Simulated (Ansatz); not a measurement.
## WS₂: the gap under strain

WS₂, P6_3/mmc, a = 3.115 Å, c = 11.777 Å. Ansatz: PBEsol+D3(BJ), PAW, 420 eV, Γ-centred 12×12×4 mesh on 6 atoms, Gaussian smearing 0.02 eV; no spin polarisation. Series: equal strain along all axes, cell held, atoms relaxed; x is the strain in per cent. The gap is sought over the whole zone.

```
x (%) gap y (eV)
 -3.0       0.346
 -2.0       0.458
 -1.0           ?
  0.0       0.647
  1.0       0.724
  2.0       0.792
  3.0       0.804
```

**Question.** Fit y = E0 + c1 x + c2 x² to the other rows, give the deformation potential for this strain, and predict the missing gap.

**Answer.** Least squares on the rows shown. y = 0.6534 + 0.07856 x − 0.008443 x². The deformation potential is 100 c1 = 7.86 eV per unit strain of each axis, or a third of that, 2.62 eV, as the usual dE_g/d ln V. With a term in x³ added, the coefficient of x becomes 0.08744, 11 % more, which shows how far this figure hangs on the form. At x = -1.0 the fit asked for gives 0.566 eV. The run gave 0.558 eV, so the fit is 0.008 eV too high, within the rms miss on the fitted rows (0.008 eV). Note that a band edge changes its point in the zone among the fitted rows.

Spin-orbit coupling is left out, which matters for the bands of heavy elements. Semilocal functionals give gaps under the measured ones; changes of the gap mostly carry over better.